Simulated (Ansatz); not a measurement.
With the program Ansatz at the PBEsol level (PAW), BAs in the hexagonal phase (P6_422; B on 3c, As on 3d) relaxes to a = 3.429 Å, c = 7.403 Å. Its formation energy from the elements is 0.38 eV/atom, with no fitted shifts.

The Kohn–Sham gap is 0.31 eV (indirect). The valence maximum lies at Γ and the conduction minimum at M (3 equivalent valleys). The screened hybrid HSE06 puts the gap at 0.90 eV. Gap from PBEsol with spin–orbit coupling: 0.30 eV. The electron mass is 0.19, 0.32, 0.32 mₑ (principal values). The hole mass is 0.20, 0.41, 0.41 mₑ (principal values).

An equation-of-state fit gives a bulk modulus of 147 GPa. The relaxed-ion elastic constants in GPa are C11 = 335, C12 = 39.9, C13 = 65.7, C33 = 313, C44 = 169. The elastic constants imply a Debye temperature near 722 K. Perturbation theory gives ε∞ = 15.2 (xx = yy), 17.3 (zz). Letting the ions move raises it to ε0 = 15.4 (xx = yy), 17.3 (zz). Born charges are B -0.25, As +0.25 e. Without the LO–TO term the highest mode at Γ lies at 664 cm⁻¹.

The start of the workflow was typed in or built on a structure type; neither database checked (COD, Materials Project) lists it. It is not the phase usual at ambient conditions (space group No. 216). The cell was relaxed with PBEsol under the symmetry of its start; its stability against distortions is not shown here. Its formation energy is positive at this level, so the cell may be metastable or incomplete. The references are the lowest solids computed at this level, not always the standard phases. Spin–orbit coupling is left out wherever it is not named.

Potentials: the later of the program's two PAW sets.
